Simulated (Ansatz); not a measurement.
# Computed properties of Ga4AsN3 (ordering on zincblende)

All numbers come from the plane-wave code Ansatz. The calculation is non-magnetic, and the structure need not be a phase that has been made.

An ordered 8-atom cell of Ga4AsN3 on the zincblende lattice (R3m), relaxed with r2SCAN. Space group R3m (No. 160), trigonal; conventional cell a = 3.349 Å, c = 34.037 Å, 13.78 Å³ an atom. N is surrounded by 4 Ga at 1.93–2.02 Å; N is surrounded by 4 Ga at 1.95–2.02 Å; N is surrounded by 4 Ga at 1.97–2.01 Å; As is surrounded by 4 Ga at 2.31–2.48 Å; Ga is surrounded by 4 N at 1.95–2.02 Å; Ga is surrounded by 4 N at 1.97–2.02 Å; Ga is surrounded by 3 N at 2.01 Å and 1 As at 2.48 Å; Ga is surrounded by 1 N at 1.93 Å and 3 As at 2.31 Å.

Relaxed lattice by functional, symmetry kept:

| functional | k mesh | a (Å) | c (Å) | volume (Å³/atom) |
| --- | --- | --- | --- | --- |
| PBE | 8×8×8 | 3.388 | 34.490 | 14.29 |
| r2SCAN | 8×8×8 | 3.349 | 34.037 | 13.78 |

Gaps on the r2SCAN cell, each the least over its mesh and the special points:

| level | k mesh | gap (eV) | kind | edges | least direct gap (eV) | rough cost |
| --- | --- | --- | --- | --- | --- | --- |
| PBE | 8×8×8 | none (overlap 0.57) | – | – | – | 60 core-seconds |
| PBE+SOC | 8×8×8 | none (overlap 0.54) | – | – | – | 7 core-minutes |
| r2SCAN | 8×8×8 | none (overlap 0.52) | – | – | – | 2.2 core-minutes |

All runs use a smearing of 0.02 eV.
Wave cutoffs: 420 eV, 500 eV (r2SCAN).
Points off the special ones are mesh points or PBE's searched band edges, reused at the other levels.
Costs come from shared machines and give only the order; PBE's includes the band path. The runs had 4 threads of Arm Neoverse V1 (shared host).

r2SCAN gives no gap: the lowest nominally empty band dips 0.52 eV below the top of the last filled one (its bottom at Γ–S₀ (0.30 of the way from Γ), the top at Γ), so the cell is a metal or semimetal at this level. With PBE+SOC the bands overlap by 0.54 eV (counted from 1, band 82 peaks at L–Γ (0.90 of the way from L) and band 83 bottoms out at Γ–S₀ (0.30 of the way from Γ)): no gap.

No level opens a gap, but no hybrid is among them, and semilocal functionals can close a real gap.

Only the levels marked +SOC include spin-orbit coupling.
